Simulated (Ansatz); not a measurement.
The calculation used DFT PBE, scalar-relativistic, plane waves, PAW (Ansatz). Settings: cutoff 420 eV, Γ-centred meshes spaced at most about 0.3 Å⁻¹, and about 0.25 Å⁻¹ or finer for metals (2π included), Gaussian smearing. No spin polarisation in the final relaxations.

Temperature and zero-point effects are left out. All come from trial cells, and lower structures may exist.

Question: These unrelaxed guesses for TiGeSe4 are each relaxed within their symmetry. Order them by the energy at which they end, lowest first.
A.

```cif
data_structure
_symmetry_space_group_name_H-M 'P6/mmm'
_symmetry_Int_Tables_number 191
_cell_length_a 4.1062
_cell_length_b 4.1062
_cell_length_c 8.7782
_cell_angle_alpha 90.000
_cell_angle_beta 90.000
_cell_angle_gamma 120.000
_cell_volume 128.18
loop_
_atom_site_label
_atom_site_type_symbol
_atom_site_symmetry_multiplicity
_atom_site_Wyckoff_symbol
_atom_site_fract_x
_atom_site_fract_y
_atom_site_fract_z
_atom_site_occupancy
Ti1 Ti 1 b 0.00000 0.00000 0.50000 1
Ge1 Ge 1 a 0.00000 0.00000 0.00000 1
Se1 Se 4 h 0.33333 0.66667 0.74077 1
```

B.

```cif
data_structure
_symmetry_space_group_name_H-M 'P-3m1'
_symmetry_Int_Tables_number 164
_cell_length_a 3.5611
_cell_length_b 3.5611
_cell_length_c 13.4700
_cell_angle_alpha 90.000
_cell_angle_beta 90.000
_cell_angle_gamma 120.000
_cell_volume 147.93
loop_
_atom_site_label
_atom_site_type_symbol
_atom_site_symmetry_multiplicity
_atom_site_Wyckoff_symbol
_atom_site_fract_x
_atom_site_fract_y
_atom_site_fract_z
_atom_site_occupancy
Ti1 Ti 1 a 0.00000 0.00000 0.00000 1
Ge1 Ge 1 b 0.00000 0.00000 0.50000 1
Se1 Se 2 d 0.66667 0.33333 0.87191 1
Se2 Se 2 d 0.66667 0.33333 0.37710 1
```

C.

```cif
data_structure
_symmetry_space_group_name_H-M 'P4/mmm'
_symmetry_Int_Tables_number 123
_cell_length_a 3.4486
_cell_length_b 3.4486
_cell_length_c 13.2295
_cell_angle_alpha 90.000
_cell_angle_beta 90.000
_cell_angle_gamma 90.000
_cell_volume 157.34
loop_
_atom_site_label
_atom_site_type_symbol
_atom_site_symmetry_multiplicity
_atom_site_Wyckoff_symbol
_atom_site_fract_x
_atom_site_fract_y
_atom_site_fract_z
_atom_site_occupancy
Ti1 Ti 1 d 0.50000 0.50000 0.50000 1
Ge1 Ge 1 a 0.00000 0.00000 0.00000 1
Se1 Se 2 h 0.50000 0.50000 0.18097 1
Se2 Se 2 g 0.00000 0.00000 0.65245 1
```

Answer: B (ends in P-3m1, 0 meV/atom), C (ends in P4/mmm, 0.38 eV/atom), A (ends in P6/mmm, 0.78 eV/atom).

No dispersion correction is applied, so the spacing and binding between layers, chains or molecules are poorly described (P-3m1, P4/mmm), and this can change margins and order among such cells. Cells relaxed within their symmetry can be saddle points. Some types were kept out of the candidates beforehand, so the set may lack a known form.
